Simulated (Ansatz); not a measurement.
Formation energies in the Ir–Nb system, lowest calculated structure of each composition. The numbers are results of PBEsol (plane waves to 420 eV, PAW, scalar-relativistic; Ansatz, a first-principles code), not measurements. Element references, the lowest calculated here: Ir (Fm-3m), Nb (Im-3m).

```tsv
phase	x(Nb)	space group	E_f (eV/atom)	above hull (eV/atom)
Ir	0.000	Fm-3m	0.00	0.00
NbIr3	0.250	P6₃/mmc	-0.63	0.00
Nb3Ir	0.750	Pm-3n	-0.43	0.00
Nb	1.000	Im-3m	0.00	0.00
```

On the hull: Nb3Ir, NbIr3.

This is the hull of the energies calculated here, no anion corrections; phases that were not calculated are missing from it. Values are rounded to 0.01 eV/atom. Not shown to be the ambient phase of their composition (a lower form may be missing, and a cell relaxed within its start's symmetry can be a saddle point): NbIr3 (P6₃/mmc). Spin-orbit coupling is missing from these energies, which matters for elements this heavy. The compounds carry no spin polarisation.
